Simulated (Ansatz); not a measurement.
# 4 guesses for In3Cu and where they end

Level of theory: DFT PBE, scalar-relativistic, plane waves, PAW (Ansatz). Settings: cutoff 420 eV, Γ-centred meshes spaced at most about 0.3 Å⁻¹, and about 0.25 Å⁻¹ or finer for metals (2π included), Gaussian smearing. No spin polarisation in the final relaxations.

Each guess was relaxed in cell and atoms at zero pressure, within the symmetry of its start. These are static total energies at zero pressure. Coordination counts all near atoms (those within 1.25 times the shortest distance at each site; a plus sign parts nearer from farther groups).

```tsv
guess	made from	start group	V start (Å³/atom)	end group	V end (Å³/atom)	coordination at the end	gap on mesh (eV)	E over the lowest end (meV/atom)
1	random cell	Im-3m	23.8	?	?	?	?	?
2	a Materials Project cell	Pm-3m	22.5	Pm-3m (Cu3Au (L1_2))	22.7	In 12, Cu 12	0	18
3	random cell	P4mm	22.6	Pm-3m (ReO3)	33.2	In 2, Cu 6	0	107
4	a Materials Project cell	P6_3/mmc	23.8	P6_3/mmc	23.7	In 8+2, Cu 6+6	0	0
```

Guess 1 as it starts:

```
CELL_PARAMETERS angstrom
-2.87447 2.87447 2.87447
2.87447 -2.87447 2.87447
2.87447 2.87447 -2.87447
ATOMIC_POSITIONS crystal
In 0.00000 0.50000 0.50000
In 0.50000 0.00000 0.50000
In 0.50000 0.50000 0.00000
Cu 0.00000 0.00000 0.00000
```

Question: Fill in the missing row: what does this guess relax into, and where does it rank?

Answer: It ends in space group Im-3m (No. 229), with a = 5.873 Å, 25.3 Å³/atom and no gap. It lies 119 meV/atom over the lowest end, above guess 3 and so the highest of the set. Counting all near atoms, this end has In 6, Cu 6 and the lowest (guess 4) has In 8+2, Cu 6+6.

```cif
data_structure
_symmetry_space_group_name_H-M 'Im-3m'
_symmetry_Int_Tables_number 229
_cell_length_a 5.8735
_cell_length_b 5.8735
_cell_length_c 5.8735
_cell_angle_alpha 90.000
_cell_angle_beta 90.000
_cell_angle_gamma 90.000
_cell_volume 202.62
loop_
_atom_site_label
_atom_site_type_symbol
_atom_site_symmetry_multiplicity
_atom_site_Wyckoff_symbol
_atom_site_fract_x
_atom_site_fract_y
_atom_site_fract_z
_atom_site_occupancy
In1 In 6 b 0.50000 0.00000 0.00000 1
Cu1 Cu 2 a 0.00000 0.00000 0.00000 1
```

Formation energies are uncorrected and refer to the elements' standard structures at the same level.

Question: Is the lowest end bound against the elements?

Answer: No: its formation energy is +0.16 eV/atom. It can't be a ground state, since the elements alone are lower.

The k mesh leaves some 4 meV/atom of noise in the energy of each metallic cell. Cells relaxed within their symmetry can be saddle points. Some structure types and database cells were kept out of the candidates from the start, so a known form may be missing.
